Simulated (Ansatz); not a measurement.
Task: Each is relaxed and computed with DFT-PBE in the program Ansatz with PAW potentials. Which is the only metal?
(A) CaTiO3, R3c (Ca on 6a, Ti on 6a, O on 18b)
(B) TiGe, P6/mmm (Ti on 3f, Ge on 1a, Ge on 2d)
(C) TiO2, anatase
(D) BaTiO3, P4mm (Ba on 1a, Ti on 1b, O on 1b, O on 2c)

Result: B, TiGe, P6/mmm (Ti on 3f, Ge on 1a, Ge on 2d). TiGe: metal; CaTiO3: gap 2.99 eV (indirect); BaTiO3: gap 1.84 eV (indirect); TiO2: gap 2.12 eV (indirect). Constructed cells (a structure type filled with these elements, in neither database checked): TiGe, P6/mmm (Ti on 3f, Ge on 1a, Ge on 2d). Typed or built starts, not in the databases checked: CaTiO3, R3c (Ca on 6a, Ti on 6a, O on 18b). Began spin-polarised and lost the moments: CaTiO3, R3c (Ca on 6a, Ti on 6a, O on 18b). Unstable at this level: BaTiO3, P4mm (Ba on 1a, Ti on 1b, O on 1b, O on 2c). All cells were relaxed under the symmetry of their starts (and spin orders); stability against distortions was not tested throughout. Rows with no word on spin ran without spin polarisation. Spin–orbit coupling is left out wherever it is not named.

Potentials: the later of the program's two PAW sets.
